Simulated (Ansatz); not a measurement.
Single points with r2SCAN in Ansatz 0.2.0, PAW, spin-restricted, at the geometries given.

Task: Which of them gave these results: no gap, pressure -0.3 GPa, largest force 0.06 eV/Å, largest positive Bader charge +1.43 e?
A.
CaZn2Te2 (500 eV, 8×8×5 mesh on the cell that ran, as a rule the primitive one, fermi-dirac 0.1 eV)
```
Zn Ca Te
1.0
     4.63549    0.00000    0.00000
    -2.31774    4.01445    0.00000
     0.00000    0.00000    7.79088
Zn Ca Te
2 1 2
Direct
  0.33330 0.66670 0.63070
  0.66670 0.33330 0.36930
  0.00000 0.00000 0.00000
  0.33330 0.66670 0.25710
  0.66670 0.33330 0.74290
```
B.
BeSn (500 eV, 4×10×8 mesh on the cell that ran, as a rule the primitive one, fermi-dirac 0.1 eV)
```cif
data_structure
_symmetry_space_group_name_H-M 'Pnma'
_symmetry_Int_Tables_number 62
_cell_length_a 10.2150
_cell_length_b 3.5535
_cell_length_c 4.1899
_cell_angle_alpha 90.000
_cell_angle_beta 90.000
_cell_angle_gamma 90.000
_cell_volume 152.09
loop_
_atom_site_label
_atom_site_type_symbol
_atom_site_symmetry_multiplicity
_atom_site_Wyckoff_symbol
_atom_site_fract_x
_atom_site_fract_y
_atom_site_fract_z
_atom_site_occupancy
Be1 Be 4 c 0.84950 0.25000 0.50230 1
Sn1 Sn 4 c 0.12210 0.25000 0.12770 1
```
C.
Sc (500 eV, 12×12×7 mesh on the cell that ran, as a rule the primitive one, fermi-dirac 0.1 eV)
```
Sc
1.0
     1.61200    2.79206    0.00000
    -1.61200    2.79206    0.00000
     0.00000    0.00000    5.11048
Sc
2
Direct
  0.33330 0.33340 0.25000
  0.66660 0.66670 0.75000
```

Result: A. The others gave BeSn: no gap, 5.4 GPa; Sc: no gap, 5.3 GPa.

Origins: BeSn, a known structure type with other elements, at an estimated volume; CaZn2Te2, a known structure type with other elements, at an estimated volume; Sc, a known structure type with other elements, at an estimated volume. Caveats for one or more cells: many states at the Fermi level without spin polarisation, so a magnetic state may lie lower.
